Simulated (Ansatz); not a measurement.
Eu (bcc, W type)

```xyz
1
Lattice="-2.2250 2.2250 2.2250 2.2250 -2.2250 2.2250 2.2250 2.2250 -2.2250" Properties=species:S:1:pos:R:3 pbc="T T T"
Eu     0.0000     0.0000     0.0000
```

This relaxed cell (volume V₀) is scaled evenly in all directions, its shape held. Symmetry pins the atoms to their sites.

All values below come from r2SCAN (plane waves to 500 eV, PAW, scalar-relativistic; Ansatz, a first-principles code). k mesh 15×15×15 (Γ-centred), Fermi-Dirac smearing 0.05 eV. The energy includes the smearing's −TS. Stress and pressure are positive under compression. Eu was relaxed with its symmetry unable to fall. Relaxed Eu ends ferromagnetic. The PAW data are Ansatz's earlier set. The relaxed volume of Eu is well below the measured one. Other magnetic orders were not checked, so this need not be the ground state. The f-shell state is unchecked: a lower one may exist. The zero of ΔE is the relaxed starting cell. The last digit holds for this mesh only.

| V (Å³/atom) | ΔE (meV/atom) |
|---|---|
| 39.653 | 23.0 |
| 40.755 | 12.5 |
| 41.856 | 5.3 |
| 42.957 | 1.3 |
| 44.059 | 0.0 |
| 45.160 | 1.2 |
| 46.262 | withheld |
| 47.363 | 9.9 |
| 48.465 | 17.0 |

Q: Fit a third-order Birch-Murnaghan form (E₀, V₀, B₀, B₀′ free) to the given rows and predict ΔE at V = 46.262.

A: Least squares on the 8 given rows: ΔE = E₀ + (9V₀B₀/16)·y²·[2 + (B₀′ − 4)y], y = (V₀/V)^(2/3) − 1, with V₀ = 44.064 Å³/atom, B₀ = 14.29 GPa (160.2 GPa = 1 eV/Å³; the term in eV is multiplied by 1000), B₀′ = 3.46, E₀ = 0.01 meV/atom; root-mean-square residual 0.02 meV/atom. At 46.262 the fit gives 4.6 meV/atom; the calculation gives 4.6 meV/atom, the same to the digits shown. For the pressure the fit gives -0.6 GPa against the computed -0.6 GPa.

(A scan under strain: stresses follow from slopes of the energy per volume, elastic moduli from its curvatures.)
